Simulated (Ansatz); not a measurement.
The start is a generated trial cell of SnO2 in the AFLOW prototype AB2_hP9_162_ad_k (as in V2N). The structure is fully relaxed (lattice and positions, P = 0) with PBE (plane waves to 420 eV, PAW, scalar-relativistic; Ansatz, an electronic-structure program). The first steps use a coarse 5×5×5 k-mesh.

Input geometry:
```yaml
crystal:
  lattice:
    - [5.09659, 0.00000, 0.00000]
    - [-2.54830, 4.41378, 0.00000]
    - [0.00000, 0.00000, 4.73484]
  atoms:
    - { symbol: O, position: [0.32500, 0.32500, 0.27200] }
    - { symbol: O, position: [0.67500, 0.00000, 0.27200] }
    - { symbol: O, position: [0.00000, 0.67500, 0.27200] }
    - { symbol: O, position: [0.00000, 0.32500, 0.72800] }
    - { symbol: O, position: [0.67500, 0.67500, 0.72800] }
    - { symbol: O, position: [0.32500, 0.00000, 0.72800] }
    - { symbol: Sn, position: [0.00000, 0.00000, 0.00000] }
    - { symbol: Sn, position: [0.66667, 0.33333, 0.50000] }
    - { symbol: Sn, position: [0.33333, 0.66667, 0.50000] }
```

Problem. How large is the pressure on the unrelaxed cell, and of which sign?

Solution. +14.2 GPa (positive: the cell is compressed).

Problem. Which atoms feel the largest initial force, and how large is it?

Solution. 1.23 eV/Å, on O1, O2, O3, O4, O5, O6 (atoms numbered as listed).

Problem. How much energy is released per atom?

Solution. 0.09 eV/atom.

Problem. How does the volume per atom move from start to end?

Solution. +4.3 %, from 11.83 to 12.34 Å³/atom.

Problem. How do the shortest distances between atoms change?

Solution. The closest pairs of elements (up to four, under 3.6 Å), start → end: O–Sn 2.03 → 2.09 Å; O–O 2.72 → 2.82 Å; Sn–Sn 2.94 → 3.08 Å.

Problem. Write out the relaxed structure.

Solution. 
```cif
data_O6Sn3
_chemical_formula_sum 'O6 Sn3'
_space_group_name_H-M_alt 'P-31m'
_space_group_IT_number 162
_space_group_name_Hall '-P 3 2'
_cell_length_a 5.33725
_cell_length_b 5.33725
_cell_length_c 4.50245
_cell_angle_alpha 90.000
_cell_angle_beta 90.000
_cell_angle_gamma 120.000
loop_
_atom_site_label
_atom_site_type_symbol
_atom_site_symmetry_multiplicity
_atom_site_Wyckoff_symbol
_atom_site_fract_x
_atom_site_fract_y
_atom_site_fract_z
_atom_site_occupancy
O1 O 6 k 0.33605 0.33605 0.25412 1
Sn1 Sn 1 a 0.00000 0.00000 0.00000 1
Sn2 Sn 2 d 0.33333 0.66667 0.50000 1
```

The space group stays P-31m (No. 162) (the run could not lower it); the end is AFLOW prototype AB2_hP9_162_ad_k (as in V2N), with 9 atoms in the primitive cell. Final values are on a 7×7×7 k-mesh of the relaxed cell. No spin polarisation in the result.

The run could not lose the symmetry of its start, so the end can be a saddle point.

The relaxed structure here is a generated cell of SnO2: the first start was made by placing the elements on the sites of a structure type, and the end was not matched to a known phase here, so it may be hypothetical. Known forms of SnO2 include space group No. 136.
